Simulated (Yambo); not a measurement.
A G0W0@PBEsol run in Yambo for BN (space group P6_3/mmc, No. 194) (6×6×2 Γ-centred k mesh, 94 bands and a 10 Ry block in the screening, 94 bands in G with the Bruneval-Gonze terminator, plasmon pole fitted at 27.2 eV) gives these matrix elements, in eV, at the band edges (H → M):

```json
[
 {"state": "valence edge", "E0": "0.000", "<Vxc>": "-16.440", "<Σx>": "-19.828", "<Σc(E0)>": "2.199", "Z": "0.807"},
 {"state": "conduction edge", "E0": "4.421", "<Vxc>": "-10.401", "<Σx>": "-5.465", "<Σc(E0)>": "-3.930", "Z": "0.840"}
]
```

Task: Solve the linearised quasiparticle equation for both states, give the gap, and say how exchange and correlation each act on it.

Result: E = E0 + Z(Σx + Σc − Vxc). Valence: 0.000 + 0.807 × (-19.828 + (2.199) − (-16.440)) = -0.96 eV. Conduction: 4.421 + 0.840 × (-5.465 + (-3.930) − (-10.401)) = 5.27 eV. The gap is 6.22 eV, against 4.42 eV in PBEsol. Replacing Vxc by bare exchange alone would open it by 8.32 eV; correlation takes back 6.13 eV of that, and Z scales what is left. Nearest settings tried, and what they do to the gap: 59 bands in W, 59 bands in G: -2 meV; 8 Ry block (121 vectors against 177): -60 meV. Not varied: mesh. So the settings aren't converged at that level. Among the k points computed, the smallest G0W0 gap is 5.76 eV, H → Γ. 

Geometry of the Materials Project entry, not relaxed at this level; primitive cell a = 2.512 Å, b = 2.512 Å, c = 7.707 Å, α = 90.00°, β = 90.00°, γ = 120.00°.

The distance between layers or molecules is the database entry's, not relaxed here. Functionals without dispersion can leave it too large, which widens gaps and weakens the response across layers: the numbers belong to this cell.
